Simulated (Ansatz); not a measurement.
NiSb:
Space group P6₃/mmc (No. 194); a = 3.930 Å, b = 3.930 Å, c = 5.124 Å, α = 90.00°, β = 90.00°, γ = 120.00°

```
atom  site  symmetry       x       y       z
----  ----  --------  ------  ------  ------
Ni      2a      -3m.  0.0000  0.0000  0.0000
Sb      2c      -6m2  0.3333  0.6667  0.2500
```

Relaxed at zero pressure with r²SCAN (plane waves, PAW; program Ansatz).

The volume is lowered by 6 % and shape and atoms relax at that volume. What pressure results, and how do the axes share the change?

9.0 GPa; a -2.0 %, b -2.0 %, c -2.2 %; the energy rises by 27 meV/atom.

Give the new structure.


Space group P6₃/mmc (No. 194); a = b = 3.852 Å, c = 5.013 Å, α = β = 90.00°, γ = 120.00°

| atom | site | symmetry | x | y | z |
|---|---|---|---|---|---|
| Ni | 2a | -3m. | 0.0000 | 0.0000 | 0.0000 |
| Sb | 2c | -6m2 | 0.3333 | 0.6667 | 0.2500 |

The phase is kept; no other phase was compared at this pressure.

Space group P6_3/mmc (NiAs type). The cell was relaxed with r²SCAN under the symmetry of its start. The workflow began spin-polarised and lost its moments. Scalar-relativistic: spin–orbit coupling is off unless named, which matters more the heavier the elements.

Potentials: the later of the program's two PAW sets.
